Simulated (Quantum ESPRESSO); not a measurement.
```cif
data_H4Na4O4
_chemical_formula_sum 'H4 O4 Na4'
_space_group_name_H-M_alt 'Cmcm'
_space_group_IT_number 63
_space_group_name_Hall '-C 2c 2'
_cell_length_a 3.39316
_cell_length_b 10.80242
_cell_length_c 3.37362
_cell_angle_alpha 90.000
_cell_angle_beta 90.000
_cell_angle_gamma 90.000
loop_
_atom_site_label
_atom_site_type_symbol
_atom_site_symmetry_multiplicity
_atom_site_Wyckoff_symbol
_atom_site_fract_x
_atom_site_fract_y
_atom_site_fract_z
_atom_site_occupancy
H1 H 4 c 0.00000 0.03897 0.75000 1
O1 O 4 c 0.00000 0.12841 0.75000 1
Na1 Na 4 c 0.00000 0.65845 0.25000 1
```
(The calculation used a cell of 6 atoms; values per cell refer to that cell.)

Cell and atoms were relaxed with PBE+D3(BJ) from Materials Project entry mp-23891, within its symmetry.

**Question.** What does PBEsol (Quantum ESPRESSO, PseudoDojo norm-conserving, 88 Ry, no spin-orbit coupling) give for the electronic structure near the Fermi level?

**Answer.** The PBEsol gap is direct, 3.05 eV at Γ. 

The structure is a Materials Project entry; no match was found in the copy of COD used, and its stability was not checked.

Letters of k points follow the standard setting of the lattice, whose axes may be ordered differently from the printed cell.
